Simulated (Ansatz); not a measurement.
InAs (zinc blende)

```
CELL_PARAMETERS angstrom
      0.00000     6.18632     6.18632
      3.09316     0.00000     3.09316
      3.09316     3.09316     0.00000
ATOMIC_POSITIONS crystal
  As 0.37500 0.75000 0.75000
  As 0.87500 0.75000 0.75000
  In 0.00000 0.00000 0.00000
  In 0.50000 0.00000 0.00000
```

In this cell atom 3 (In, nearest neighbour As at 2.679 Å; its periodic images, 4.4 Å or more away, move with it) is moved by s along Cartesian z, unit vector (0.000, 0.000, 1.000); all other atoms and the cell stay fixed.

Computed with PBE (plane waves to 420 eV, PAW, scalar-relativistic; Ansatz, a quantum-chemistry and plane-wave program). k mesh 4×8×8 (Γ-centred), Fermi-Dirac smearing 0.05 eV. Energies are smeared free energies. With partly filled bands, energies and forces of such displacements shift with the k mesh and the smearing. F∥ is the force on the atom along that direction. At this level the bands of InAs touch or barely overlap; measurements give the solid a gap. InAs was relaxed with its symmetry unable to fall. The zero of ΔE is the undisplaced structure.

Q: Predict the ΔE (meV/cell) and F∥ (eV/Å) at s (Å) = -0.800, -0.320, 0.160, 0.640, 0.800.

A: 
```
s (Å)   ΔE (meV/cell)  F∥ (eV/Å)
------  -------------  ---------
-0.800           1883      3.833
-0.320            349      2.127
0.160              88     -1.093
0.640            1254     -3.417
0.800            1826     -3.681
```

(For displaced atoms, the force is minus the slope of the energy, and its curvature is a force constant, which sets phonon frequencies.)
